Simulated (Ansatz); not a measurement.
ZrSe:
```yaml
crystal:
  lattice:
    - [3.52953, 0.00000, 0.00000]
    - [-1.76477, 3.05667, 0.00000]
    - [0.00000, 0.00000, 3.59928]
  atoms:
    - { symbol: Zr, position: [0.00000, 0.00000, 0.00000] }
    - { symbol: Se, position: [0.33333, 0.66667, 0.50000] }
```

Relaxed with PBEsol. Special points in fractions of this cell's reciprocal vectors: Γ (0.000, 0.000, 0.000); M (0.500, 0.000, 0.000); K (0.333, 0.333, 0.000); A (0.000, 0.000, 0.500); L (0.500, 0.000, 0.500); H (0.333, 0.333, 0.500).

Problem. List the band energies nearest the Fermi level at these points for PBEsol in the plane-wave PAW code Ansatz.

Solution. In eV from the Fermi level; about four levels below and three above (degenerate sets whole), none deeper than 8.9 eV; points with the same levels are listed once.

```csv
k,below,above
Γ,-3.27 -3.27 -3.04 -2.63,1.82 1.82 2.07
M,-7.12 -4.36 -2.93 -2.18,1.14 3.00 3.14
K,-6.41 -5.39 -4.33 -0.05,0.59 1.12 1.48
A,-2.81 -2.81 -0.05 -0.05,1.76 2.05 2.05
L,-6.00 -5.90 -4.42 -0.67,2.46 3.05 3.07
H,-6.50 -5.74 -4.38 -0.26,2.85 2.90 3.83
```

Space group P-6m2. The first step of the workflow began from a Materials Project structure, measured or hypothetical; the Crystallography Open Database copy checked does not list it. Its standing as an ambient phase is unchecked. The PBEsol relaxation kept the symmetry of its start; whether a distortion lowers the energy is not shown. The run is not spin-polarised. Spin–orbit coupling is left out wherever it is not named.

Potentials: the later of the program's two PAW sets.
